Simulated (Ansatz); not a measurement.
AlInSb2:
```
AlInSb2
1.0
    4.49793     0.00000     0.00000
    0.00000     4.49793     0.00000
    0.00000     0.00000     6.35828
Al In Sb
1 1 2
Direct
  0.00000   0.00000   0.00000
  0.50000   0.50000   0.50000
  0.00000   0.50000   0.23318
  0.50000   0.00000   0.76682
```

Relaxed with r²SCAN. Special points in fractions of this cell's reciprocal vectors: Γ (0.000, 0.000, 0.000); X (0.000, 0.500, 0.000); M (0.500, 0.500, 0.000); Z (0.000, 0.000, 0.500); R (0.000, 0.500, 0.500); A (0.500, 0.500, 0.500).

Problem. List the band energies nearest the valence-band maximum at these points for plane-wave PAW r²SCAN (Ansatz code).

Solution. In eV from the valence-band maximum; about four levels below and three above (degenerate sets whole), none deeper than 8.9 eV; points with the same levels are listed once.

```json
[
 {"k": "Γ", "below": "-2.35 -2.35 -0.16 0.00 0.00", "above": "0.95 1.60 1.66"},
 {"k": "X", "below": "-2.93 -2.69 -1.36 -0.82", "above": "2.26 2.85 4.71"},
 {"k": "M", "below": "-2.41 -2.27 -2.27 -2.14", "above": "1.13 1.55 1.55"},
 {"k": "Z", "below": "-1.75 -1.75 -1.19 -1.19", "above": "1.67 1.95 3.04"},
 {"k": "R", "below": "-1.33 -1.04 -0.95 -0.72", "above": "0.99 1.33 3.75"},
 {"k": "A", "below": "-3.09 -2.92 -2.76 -2.76", "above": "4.05 4.28 4.28"}
]
```

Space group P-4m2. The first step of the workflow began from a Materials Project structure, measured or hypothetical; the Crystallography Open Database copy checked does not list it. With Al and In taken as one species the cell has the higher symmetry F-43m, so it may be an ordered model of a mixed-site phase. Whether it is the stable phase at ambient conditions was not checked. Symmetry was held in the r²SCAN relaxation; whether a distortion lowers the energy is not shown. Scalar-relativistic: spin–orbit coupling is off unless named, which matters more the heavier the elements.

Potentials: the later of the program's two PAW sets.
